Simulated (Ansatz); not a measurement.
Mg2Sn:
```
Mg2Sn
1.0
    0.00000     4.11888     4.11888
    4.11888     0.00000     4.11888
    4.11888     4.11888     0.00000
Sn Mg
2 4
Direct
  0.50000   0.50000   0.50000
  0.75000   0.75000   0.75000
  0.12500   0.12500   0.12500
  0.62500   0.12500   0.12500
  0.12500   0.12500   0.62500
  0.12500   0.62500   0.12500
```

Relaxed with PBEsol. Special points in fractions of this cell's reciprocal vectors: Γ (0.000, 0.000, 0.000); X (0.500, 0.000, 0.500); U (0.625, 0.250, 0.625); K (0.375, 0.375, 0.750); L (0.500, 0.500, 0.500); W (0.500, 0.250, 0.750).

### Question
List the band energies nearest the Fermi level at these points for the program Ansatz at the PBEsol level (PAW).

### Answer
In eV from the Fermi level; about four levels below and three above (degenerate sets whole), none deeper than 8.9 eV; points with the same levels are listed once.

| k | below | above |
|---|---|---|
| Γ | -1.79 -1.79 -1.79 -1.03 | 0.83 0.83 0.83 |
| X | -4.34 -4.34 -3.89 -3.89 | 1.07 1.07 1.64 1.64 |
| U | -4.09 -3.62 -1.82 -0.47 | 0.00 0.49 1.50 |
| L | -2.72 -2.72 -2.50 -1.56 -1.56 | 0.67 0.91 2.22 2.22 |
| W | -1.61 -1.61 -1.57 -1.57 | 2.24 2.24 2.78 2.78 |

Space group Fd-3m (cubic Laves (MgCu2 type)). The workflow started from an entry of the Crystallography Open Database (COD), which files this formula under 2 space groups. Its standing as an ambient phase is unchecked. The PBEsol relaxation kept the symmetry of its start; whether a distortion lowers the energy is not shown. The volume moved by 81 % from the start of the relaxation. Scalar-relativistic: spin–orbit coupling is off unless named, which matters more the heavier the elements.

Potentials: the later of the program's two PAW sets.
